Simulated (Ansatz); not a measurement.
## 4 guesses for GaSb3 and where they end

Method: DFT PBE, scalar-relativistic, plane waves, PAW in Ansatz. All cells share a 420 eV cutoff and Γ-centred k meshes spaced at most about 0.3 Å⁻¹ (about 0.25 or finer for metals, 2π included). No spin polarisation in the final relaxations.

Each guess was relaxed in cell and atoms at zero pressure, within the symmetry of its start. These are static total energies at zero pressure. Coordination counts Sb atoms around Ga (those within 1.25 times the shortest such distance or 1.15 times the sum of covalent radii; a plus sign parts nearer from farther groups; the shortest distance is added where it is long for a bond).

| guess | made from | start group | V start (Å³/atom) | end group | V end (Å³/atom) | coordination at the end | gap on mesh (eV) | E over the lowest end (meV/atom) |
| --- | --- | --- | --- | --- | --- | --- | --- | --- |
| 1 | random cell | Im-3m | 33.5 | Im-3m | 27.6 | Ga 6 | 0 | 0 |
| 2 | random cell | P-6m2 | 26.9 | P-6m2 | 30.9 | Ga 5 | 0 | 263 |
| 3 | random cell | Cmmm | 33.4 | ? | ? | ? | ? | ? |
| 4 | a Materials Project cell | Fm-3m | 26.0 | Fm-3m (BiF3 (D0_3)) | 25.7 | Ga 8+6 from 3.2 Å | 0 | 130 |

Guess 3 as it starts:

```cif
data_structure
_symmetry_space_group_name_H-M 'P 1'
_symmetry_Int_Tables_number 1
_cell_length_a 4.4958
_cell_length_b 4.4958
_cell_length_c 6.6203
_cell_angle_alpha 90.000
_cell_angle_beta 90.000
_cell_angle_gamma 91.263
_cell_volume 133.78
loop_
_atom_site_label
_atom_site_type_symbol
_atom_site_fract_x
_atom_site_fract_y
_atom_site_fract_z
_atom_site_occupancy
Ga1 Ga 0.50000 0.50000 0.00000 1
Sb1 Sb 0.73017 0.26983 0.50000 1
Sb2 Sb 0.26983 0.73017 0.50000 1
Sb3 Sb 0.00000 0.00000 0.00000 1
```

**Question.** Predict the end of this guess and its energy over the lowest end.

**Answer.** It ends in space group Cmmm (No. 65), with a = 6.043 Å, b = 6.337 Å, c = 5.644 Å, 27.0 Å³/atom and no gap. It lies 45 meV/atom over the lowest end, above guess 1 and below guess 4. Counting Sb atoms around Ga, this end has Ga 8 and the lowest (guess 1) has Ga 6. This end holds Sb–Sb nets (shortest 3.02 Å); the lowest (guess 1) holds Sb–Sb bonds in all directions (shortest 3.02 Å).

```cif
data_structure
_symmetry_space_group_name_H-M 'Cmmm'
_symmetry_Int_Tables_number 65
_cell_length_a 6.0435
_cell_length_b 6.3369
_cell_length_c 5.6444
_cell_angle_alpha 90.000
_cell_angle_beta 90.000
_cell_angle_gamma 90.000
_cell_volume 216.16
loop_
_atom_site_label
_atom_site_type_symbol
_atom_site_symmetry_multiplicity
_atom_site_Wyckoff_symbol
_atom_site_fract_x
_atom_site_fract_y
_atom_site_fract_z
_atom_site_occupancy
Ga1 Ga 2 b 0.50000 0.00000 0.00000 1
Sb1 Sb 4 j 0.50000 0.74956 0.50000 1
Sb2 Sb 2 a 0.00000 0.00000 0.00000 1
```

The zero of energy is the elements' standard structures at the same level; no fitted shifts are applied.

**Question.** Is the lowest end bound against the elements?

**Answer.** No: its formation energy is +0.07 eV/atom. It can't be a ground state, since the elements alone are lower.

These runs have no spin–orbit coupling, which can matter for Sb. Cells relaxed within their symmetry can be saddle points. Some candidate types were left out of the draw beforehand, so a known form may be missing.
